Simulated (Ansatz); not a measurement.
ZrB2:
```
ZrB2
1.0
    3.07618     0.00000     0.00000
   -1.53809     2.66405     0.00000
    0.00000     0.00000     8.56450
Zr B
2 4
Direct
  0.66667   0.33333   0.75000
  0.33333   0.66667   0.25000
  0.66667   0.33333   0.47301
  0.33333   0.66667   0.52699
  0.33333   0.66667   0.97301
  0.66667   0.33333   0.02699
```

This is the PBE-relaxed structure.

### Question
All from the program Ansatz at the PBE level (PAW), unless another level is named. Estimate the formation energy from the elements (no fitted shifts).

### Answer
-0.15 eV/atom.

### Question
Next, the density of states at the Fermi level?

### Answer
0.55 states/eV per atom (mean over ±0.08 eV).

### Question
What about the gap with spin–orbit coupling?

### Answer
none (metallic).

Space group P6_3/mmc. The start of the workflow was typed in or built on a structure type; neither database checked (COD, Materials Project) lists it. It is not the phase usual at ambient conditions (space group No. 191). Symmetry was held in the PBE relaxation; its stability against distortions is not shown here. No spin polarisation was allowed. The references are the lowest solids computed at this level, not always the standard phases. Spin–orbit coupling is left out wherever it is not named.

Potentials: the earlier of the program's two PAW sets.
